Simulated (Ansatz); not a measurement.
MoSi2 (MoSi2 type, space group I4/mmm)

```xyz
3
Lattice="-1.6085 1.6085 3.9366 1.6085 -1.6085 3.9366 1.6085 1.6085 -3.9366" Properties=species:S:1:pos:R:3 pbc="T T T"
Mo     0.0000     0.0000     0.0000
Si     0.0000     0.0000     2.6384
Si     0.0000     0.0000     5.2348
```

This relaxed cell (volume V₀) is scaled evenly in all directions, its shape held. The atoms relax within the cell's symmetry.

All values below come from PBE (plane waves to 420 eV, PAW, scalar-relativistic; Ansatz, a first-principles code). k mesh 20×20×20 (Γ-centred), Fermi-Dirac smearing 0.05 eV. E stands for the smeared free energy. Stress and pressure are positive under compression. With the shape held, the modulus is that of even scaling; a crystal free to change shape is softer. MoSi2 is run without spin polarisation. MoSi2 was relaxed with its symmetry unable to fall. The PAW data are Ansatz's earlier set. The zero of ΔE is the relaxed starting cell.

```
V (Å³/cell)  ΔE (eV/atom)  P (GPa)
-----------  ------------  -------
38.30               0.035     14.6
38.91               0.019     10.5
39.52               0.008      6.7
40.13               0.002      3.2
40.74               0.000      0.0
41.35               0.002     -3.0
41.96               0.007     -5.7
42.57               0.016     -8.2
43.18               0.028    -10.5
```

Summary:

| Property | Result |
|---|---|
| Pressure at the smallest volume | 14.6 GPa |
| Energy cost of the largest compression | 35 meV/atom |
| Energy cost of the largest expansion | 28 meV/atom |
| Bulk modulus at fixed cell shape B₀ (third-order Birch-Murnaghan fit) | 205 GPa |
| Pressure derivative B₀′ (fit) | 4.5 |
| Equilibrium volume of the fit | 13.58 Å³/atom |
| Pressure for 5 % compression (fit) | 11.8 GPa |

(A scan under strain: stresses follow from slopes of the energy per volume, elastic moduli from its curvatures.)
